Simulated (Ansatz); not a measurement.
Relaxed Mo (bcc, W type):

```
CELL_PARAMETERS angstrom
     -3.16077     3.16077     3.16077
      1.58038    -1.58038     1.58038
      1.58038     1.58038    -1.58038
ATOMIC_POSITIONS crystal
  Mo 0.00000 0.00000 0.00000
  Mo 0.50000 0.00000 0.00000
```

Scan: atom 1 (Mo, nearest neighbour Mo at 2.737 Å; its periodic images, 2.7 Å or more away, move with it) is displaced along Cartesian [110], direction (0.707, 0.707, 0.000) in Cartesian axes, by s. The other atoms stay.

Computed with PBE (plane waves to 420 eV, PAW, scalar-relativistic; Ansatz, an electronic-structure program). k mesh 17×17×17 (Γ-centred), Fermi-Dirac smearing 0.05 eV. Energies are smeared free energies. With partly filled bands, energies and forces of such displacements shift with the k mesh and the smearing. Mo is run without spin polarisation. Mo was relaxed with its symmetry unable to fall. The PAW data are Ansatz's earlier set. ΔE is measured from the undisplaced structure. The last digit holds for this mesh only.

| s (Å) | ΔE (meV/cell) |
|---|---|
| -0.270 | 238.6 |
| -0.216 | withheld |
| -0.162 | 84.4 |
| -0.108 | 37.4 |
| -0.054 | 9.3 |
| 0.000 | 0.0 |
| 0.054 | 9.3 |
| 0.108 | 37.4 |
| 0.162 | 84.4 |
| 0.216 | withheld |
| 0.270 | 238.6 |

Question: Fit an even polynomial form (powers 2, 4) to the given rows and predict ΔE at s = -0.216.

Answer: Least squares on the 9 given rows: ΔE = (3186)·s² + (1187)·s⁴, in meV/cell with s in Å; root-mean-square residual 0.04 meV/cell. At -0.216 the fit gives 151.2 meV/cell; the calculation gives 151.3 meV/cell, so the interpolation is off by -0.1 (-0.1 %). The quadratic term alone would give 148.6 meV/cell.

(For displaced atoms, the force is minus the slope of the energy, and its curvature is a force constant, which sets phonon frequencies.)
